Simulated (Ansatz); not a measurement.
Data:

Si:
```
CELL_PARAMETERS angstrom
      3.84066     0.00000     0.00000
     -1.92033     3.32611     0.00000
      0.00000     0.00000    12.62151
ATOMIC_POSITIONS crystal
  Si 0.66667 0.33333 0.65592
  Si 0.66667 0.33333 0.84408
  Si 0.00000 0.00000 0.90679
  Si 0.00000 0.00000 0.09321
  Si 0.33333 0.66667 0.15592
  Si 0.33333 0.66667 0.34408
  Si 0.00000 0.00000 0.40679
  Si 0.00000 0.00000 0.59321
```

This is the r²SCAN-relaxed structure. Cartesian axes are those of the cell as given.

**Question.** All from the program Ansatz at the r²SCAN level (PAW), unless another level is named. Predict the bulk modulus (Birch–Murnaghan fit).

**Answer.** 96.7 GPa.

**Question.** Predict the elastic constants (relaxed ions, GPa).

**Answer.** C11 = 196, C12 = 54.3, C13 = 38.9, C33 = 215, C44 = 57.3.

Space group P6_3/mmc. The start of the workflow was typed in or built on a structure type; the Crystallography Open Database copy checked does not list it. It is not the phase usual at ambient conditions (space group No. 227). Symmetry was held in the r²SCAN relaxation; its stability against distortions is not shown here.

Potentials: the later of the program's two PAW sets.
